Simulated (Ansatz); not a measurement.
CuI:
```cif
data_Cu4I4
_chemical_formula_sum 'Cu4 I4'
_space_group_name_H-M_alt 'P 1'
_space_group_IT_number 1
_cell_length_a 4.25884
_cell_length_b 8.51776
_cell_length_c 7.37621
_cell_angle_alpha 90.000
_cell_angle_beta 125.266
_cell_angle_gamma 90.000
loop_
_space_group_symop_operation_xyz
  'x, y, z'
loop_
_atom_site_label
_atom_site_type_symbol
_atom_site_fract_x
_atom_site_fract_y
_atom_site_fract_z
_atom_site_occupancy
Cu1 Cu 0.73154 0.62504 0.26818 1
Cu2 Cu 0.73154 0.37496 0.76818 1
Cu3 Cu 0.73201 0.12499 0.26828 1
Cu4 Cu 0.73201 0.87501 0.76828 1
I1 I 0.98161 0.62498 0.01820 1
I2 I 0.98161 0.37502 0.51820 1
I3 I 0.98194 0.12501 0.01825 1
I4 I 0.98194 0.87499 0.51825 1
```

Relaxed with r²SCAN.

Q: Tabulate the valence density and the electron localisation function along the shortest Cu–I contact (2.61 Å), DFT-r²SCAN in the program Ansatz with PAW potentials.

A: 

```tsv
distance from Cu (Å)	density (e/Å³)	ELF
0.26	36.67	0.78
0.39	17.38	0.54
0.52	7.07	0.33
0.65	2.78	0.22
0.78	1.15	0.16
0.91	0.54	0.13
1.04	0.39	0.15
1.17	0.37	0.30
1.30	0.42	0.56
1.43	0.53	0.69
1.56	0.69	0.69
1.70	0.91	0.65
1.83	1.27	0.59
1.96	2.71	0.49
2.09	6.24	0.34
2.22	11.03	0.20
2.35	15.37	0.16
```

The density is the valence pseudo-density with augmentation charge, so density and ELF within about 1 Å of a nucleus are not all-electron values.

Space group F-43m (zinc blende). Symmetry was held in the r²SCAN relaxation. No spin polarisation was allowed. Spin–orbit coupling is left out wherever it is not named.

Potentials: the later of the program's two PAW sets.
